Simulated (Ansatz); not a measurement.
Data:

CuCl:
```yaml
crystal:
  lattice:
    - [0.00000, 2.71225, 2.71225]
    - [2.71225, 0.00000, 2.71225]
    - [2.71225, 2.71225, 0.00000]
  atoms:
    - { symbol: Cu, position: [0.25000, 0.25000, 0.25000] }
    - { symbol: Cl, position: [0.50000, 0.50000, 0.50000] }
```

This is the PBE-relaxed structure. Cartesian axes are those of the cell as given.

Q: All from DFT-PBE in the program Ansatz with PAW potentials, unless another level is named. Give the Hill bulk and shear moduli.

A: 48.6 and 10.9 GPa.

Q: And the elastic constants (relaxed ions, GPa)?

A: C11 = 56.9, C12 = 44.5, C44 = 15.9.

Q: Next, the highest zone-centre frequency (without LO–TO term)?

A: 131 cm⁻¹.

Q: What about the piezoelectric stress constants (proper, relaxed ions, C/m²)?

A: e14 = e25 = e36 = 0.43.

Space group F-43m (zinc blende). Symmetry was held in the PBE relaxation; phonons on a q-mesh show no instability. The run is not spin-polarised.

Potentials: the later of the program's two PAW sets.
